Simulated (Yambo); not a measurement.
G0W0@PBEsol for InP (zinc blende, space group F-43m, No. 216) in Yambo. Reference settings: 4×4×4 Γ-centred k mesh, 115 bands and a 10 Ry block in the screening, 115 bands in G with the Bruneval-Gonze terminator, plasmon pole fitted at 27.2 eV. The PBEsol gap Γ → Γ on this mesh is 0.56 eV; G0W0 gaps are taken between the same points.

With and without the terminator, as bands are cut:

```json
[
 {"bands in G (in W)": "39 (115)", "gap, terminator (eV)": "1.016", "gap, none (eV)": "0.945", "valence shift, terminator (eV)": "-0.508", "valence shift, none (eV)": "-0.079"},
 {"bands in G (in W)": "70 (115)", "gap, terminator (eV)": "1.004", "gap, none (eV)": "0.951", "valence shift, terminator (eV)": "-0.531", "valence shift, none (eV)": "-0.332"},
 {"bands in G (in W)": "115 (115)", "gap, terminator (eV)": "1.003", "gap, none (eV)": "0.977", "valence shift, terminator (eV)": "-0.538", "valence shift, none (eV)": "-0.453"}
]
```

Over this range the gap spans 0.013 eV with the terminator and 0.032 eV without, the valence shift 0.030 eV and 0.374 eV. Neither column has reached its limit for certain.

The standard potential for In keeps a d shell in the valence without the s and p states of that shell. In tests on such compounds this moved G0W0 gaps by up to about 0.9 eV, so absolute quasiparticle energies here are unreliable; differences between settings are what counts.

Spin-orbit coupling is not included.

Geometry relaxed with PBEsol; primitive cell a = 4.1586 Å, b = 4.1586 Å, c = 4.1586 Å, α = 60.00°, β = 60.00°, γ = 60.00°.

A shift is the quasiparticle energy of the state minus its PBEsol energy.
